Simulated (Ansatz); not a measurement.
BaS:
```yaml
crystal:
  lattice:
    - [0.00000, 3.13559, 3.13559]
    - [3.13559, 0.00000, 3.13559]
    - [3.13559, 3.13559, 0.00000]
  atoms:
    - { symbol: Ba, position: [0.00000, 0.00000, 0.00000] }
    - { symbol: S, position: [0.50000, 0.50000, 0.50000] }
```

Relaxed with LDA.

Q: Give the optical modes at the zone centre with their infrared and Raman activity from DFPT, LDA in the plane-wave PAW code Ansatz.

A: Transverse frequencies, without the LO–TO term; a row sums one degenerate level.

```json
[
 {"ω (cm⁻¹)": "151", "degeneracy": "3", "IR ((D/Å)²/amu)": "18.43", "Raman (Å⁴/amu)": "0", "activity": "IR", "symmetry": "T1u"}
]
```

Q: How high does the top mode go among those that the LO–TO term moves?

A: 254 cm⁻¹ for q along x.

Space group Fm-3m (rock salt). The cell was relaxed with LDA under the symmetry of its start; phonons on a q-mesh show no instability. Spin–orbit coupling is left out wherever it is not named.

Potentials: the later of the program's two PAW sets.
